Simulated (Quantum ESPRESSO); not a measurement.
# Where does C sit best among Si sites?

Calculated results; nothing here was measured. They come from pw.x of Quantum ESPRESSO 7.5, a plane-wave density functional program, with PseudoDojo standard norm-conserving files (v0.5 for PBE, v0.4.1 for LDA and PBEsol). The cells are made up: elements, strain and atom displacements were drawn at random, and nothing was relaxed. There is no spin polarisation, spin-orbit coupling or dispersion term.

The cell has 8 sites of a zincblende or diamond lattice. Sites 1 to 4 hold Si Ge Si Ge; sites 5 to 8 hold X X X X. Cell vectors in Å: (5.635, -0.074, 0.008); (-0.074, 5.607, -0.070); (0.008, -0.070, 5.586). Settings: PBE, cutoff 1116 eV, 6 x 6 x 6 k mesh shifted by half a step, Fermi-Dirac smearing of 0.1 eV.

In each run one of the sites marked X holds C and the others hold Si; cell and positions stay the same. E is the free energy of the cell.

```
site of the guest  first shell  mean distance (Å)  E above the lowest (eV)  P (GPa)  force on the guest (eV/Å)
                5       Ge2Si2              2.430                    0.522    -7.39                      0.894
                6       Ge2Si2              2.484                    0.794    -6.71                      0.659
                7       Ge2Si2              2.424                    0.459    -7.55                      0.649
                8       Ge2Si2              2.395                    0.000    -8.32                      0.461
```

A rerun of one of these cells at 1347 eV and k mesh 8 x 8 x 8 moved values by no more than 0.002 eV in the cell's energy, 0.03 GPa in stress and 0.009 eV/Å in force.

## Reading the table

Site 8 is lowest, by 0.459 eV, over three times the rerun's bound. A straight line of energy against the mean distance has a slope of 8.3 ± 2.3 eV/Å, so the guest costs less on the tighter sites. The positions are random and not relaxed, so the differences hold for this frozen cell and are not site preferences of a real crystal.